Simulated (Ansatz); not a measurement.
Relaxed-ion elastic tensor of SnRu3C (anti-perovskite, space group No. 221) in GPa (Voigt order), r²SCAN in the plane-wave PAW code Ansatz; density 10.72 g/cm³, 13.45 Å³ per atom.

|  | 1 | 2 | 3 | 4 | 5 | 6 |
|---|---|---|---|---|---|---|
| 1 | 505 | 144 | 144 | 0.0 | 0.0 | 0.0 |
| 2 | 144 | 505 | 144 | 0.0 | 0.0 | 0.0 |
| 3 | 144 | 144 | 505 | 0.0 | 0.0 | 0.0 |
| 4 | 0.0 | 0.0 | 0.0 | 125 | 0.0 | 0.0 |
| 5 | 0.0 | 0.0 | 0.0 | 0.0 | 125 | 0.0 |
| 6 | 0.0 | 0.0 | 0.0 | 0.0 | 0.0 | 125 |

**Question.** Is the crystal mechanically stable?

**Answer.** Yes: the smallest eigenvalue of C is 125 GPa.

**Question.** Work out the Voigt, Reuss and Hill averages.

**Answer.** K_V = 265, K_R = 265, K_H = 265; G_V = 147, G_R = 143, G_H = 145 GPa.

**Question.** Give Young's modulus, Poisson's ratio, Pugh's ratio and the universal anisotropy index.

**Answer.** E = 9KG/(3K + G) = 368 GPa; ν = 0.27; K/G = 1.82 (near the Pugh limit of 1.75, no verdict); A_U = 5G_V/G_R + K_V/K_R − 6 = 0.16.

**Question.** Estimate the sound speeds and the Debye temperature.

**Answer.** v_l = √((K + 4G/3)/ρ) = 6540 m/s, v_t = √(G/ρ) = 3680 m/s, mean 4090 m/s; Θ = (h/k)(3n/4πV)^(1/3) v_m = 513 K.

**Question.** Give the Zener ratio and Young's modulus along [100], [110] and [111].

**Answer.** A = 2C44/(C11 − C12) = 0.69; 1/E = S11 − 2(S11 − S12 − S44/2)Γ with Γ = 0, 1/4, 1/3 gives 441, 348, 325 GPa.

**Question.** Solve the Christoffel equation for the three sound speeds along [100], [110], [111].

**Answer.** Eigenvalues of C_ijkl n_j n_l equal ρv². In km/s, slowest first: [100] 3.42, 3.42, 6.87; [110] 3.42, 4.10, 6.48; [111] 3.89, 3.89, 6.35.

Space group Pm-3m (anti-perovskite). The start of the workflow was typed in or built on a structure type; neither database checked (COD, Materials Project) lists it. Whether it is the stable phase at ambient conditions was not checked. Symmetry was held in the r²SCAN relaxation; its stability against distortions is not shown here. No spin polarisation was allowed. As this level gives no gap, shear constants depend on the k-mesh and smearing (Fermi–Dirac, 0.1 eV here). Scalar-relativistic: spin–orbit coupling is off unless named, which matters more the heavier the elements.

Potentials: the later of the program's two PAW sets.
